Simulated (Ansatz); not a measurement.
CsCdCl3:
Space group Pm-3m (No. 221); a = 5.258 Å, b = 5.258 Å, c = 5.258 Å, α = 90.00°, β = 90.00°, γ = 90.00°

| atom | site | symmetry | x | y | z |
|---|---|---|---|---|---|
| Cs | 1a | m-3m | 0.0000 | 0.0000 | 0.0000 |
| Cd | 1b | m-3m | 0.5000 | 0.5000 | 0.5000 |
| Cl | 3c | 4/mm.m | 0.0000 | 0.5000 | 0.5000 |

Relaxed with r²SCAN. The program Ansatz at the r²SCAN level (PAW) gives a gap of 2.48 eV.

Q: What gap does HSE06 give on the same cell (Ansatz, PAW)?

A: 3.14 eV, 0.65 eV more. The hybrid was solved on a coarser mesh and at special points; the gap given is the minimum over both.

```tsv
k	v1 r²SCAN	c1 r²SCAN	v1 HSE06	c1 HSE06
Γ	-0.51	2.48	-0.58	3.14
R	0.00	6.68	[?]	[?]
M	-0.01	6.76	[?]	[?]
X	-0.74	4.97	[?]	[?]
```

Q: Top valence (v1) and lowest conduction level (c1) in eV from each method's valence maximum (which need not be a listed point): supply the withheld HSE06 values.

A: 
- R, v1 HSE06: 0.00
- R, c1 HSE06: 7.28
- X, v1 HSE06: -0.84
- X, c1 HSE06: 5.74
- M, v1 HSE06: -0.01
- M, c1 HSE06: 7.66

Cost on shared cores: the r²SCAN run (SCF on a 5×5×5 mesh, then bands and DOS) around 60 core-seconds (rough), the HSE06 run (SCF on 3×3×3, then a few points) about 80 core-seconds (a rough figure); the tasks are unlike.

The workflow started from a Materials Project entry (that database holds measured and hypothetical structures alike); the Crystallography Open Database files this formula in space group No. 221, but the cells were not matched. Its standing as an ambient phase is unchecked. Symmetry was held in the r²SCAN relaxation; whether a distortion lowers the energy is not shown. Spin–orbit coupling is left out wherever it is not named.

Potentials: the later of the program's two PAW sets.
